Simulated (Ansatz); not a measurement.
Cell and atoms are relaxed with the symmetry kept. Start:

```cif
data_structure
_symmetry_space_group_name_H-M 'P 1'
_symmetry_Int_Tables_number 1
_cell_length_a 2.7370
_cell_length_b 2.7370
_cell_length_c 2.7370
_cell_angle_alpha 60.000
_cell_angle_beta 60.000
_cell_angle_gamma 60.000
_cell_volume 14.50
loop_
_atom_site_label
_atom_site_type_symbol
_atom_site_fract_x
_atom_site_fract_y
_atom_site_fract_z
_atom_site_occupancy
Ir1 Ir 0.00000 0.00000 0.00000 1
```

Level of theory: DFT PBE+D3(BJ), scalar-relativistic, plane waves, PAW (Ansatz 0.2.0).

Settings: cutoff 420 eV, Γ-centred mesh 18×18×18 on the computed 1-atom cell, Gaussian smearing of 0.10 eV; no spin polarisation.

Task: What does it relax to?

Result: The volume drops by 0.34 Å³/atom to 14.16 Å³/atom, and the energy falls by 8.9 meV/atom. Final structure:
```cif
data_structure
_symmetry_space_group_name_H-M 'Fm-3m'
_symmetry_Int_Tables_number 225
_cell_length_a 3.8405
_cell_length_b 3.8405
_cell_length_c 3.8405
_cell_angle_alpha 90.000
_cell_angle_beta 90.000
_cell_angle_gamma 90.000
_cell_volume 56.65
loop_
_atom_site_label
_atom_site_type_symbol
_atom_site_symmetry_multiplicity
_atom_site_Wyckoff_symbol
_atom_site_fract_x
_atom_site_fract_y
_atom_site_fract_z
_atom_site_occupancy
Ir1 Ir 4 a 0.00000 0.00000 0.00000 1
```

Spin–orbit coupling is left out, which can shift energies with elements as heavy as these.

Cost: 1 run of about 0.2 core-minutes, on Arm Neoverse V2 (shared hosts).